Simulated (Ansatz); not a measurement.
A distorted cell of GaN (zinc blende):

```yaml
crystal:
  lattice:
    - [0.00000, 2.22254, 2.22254]
    - [2.22254, 0.00000, 2.22254]
    - [2.22254, 2.22254, 0.00000]
  atoms:
    - { symbol: N, position: [0.75000, 0.75000, 0.75000] }
    - { symbol: Ga, position: [0.00000, 0.00000, 0.00000] }
```

Level of theory: PBE (plane waves to 420 eV, PAW, scalar-relativistic; Ansatz, a program for electronic structure). k mesh 12×12×12 (Γ-centred), Fermi-Dirac smearing 0.05 eV. E stands for the smeared free energy. Compression counts positive. GaN was relaxed with its symmetry unable to fall.

**Question.** What is the stress tensor (GPa)?

**Answer.** 
```
   13.8      0.0      0.0
    0.0     13.8      0.0
    0.0      0.0     13.8
```
The pressure, a third of the trace, is 13.8 GPa.

**Question.** It is the relaxed cell scaled evenly to V/V₀ = 0.933, atoms relaxed where free. What is its energy relative to the relaxed cell?

**Answer.** 31.8 meV/atom.

(Under strain, the slope of the energy per volume gives the stress and its curvature an elastic modulus.)
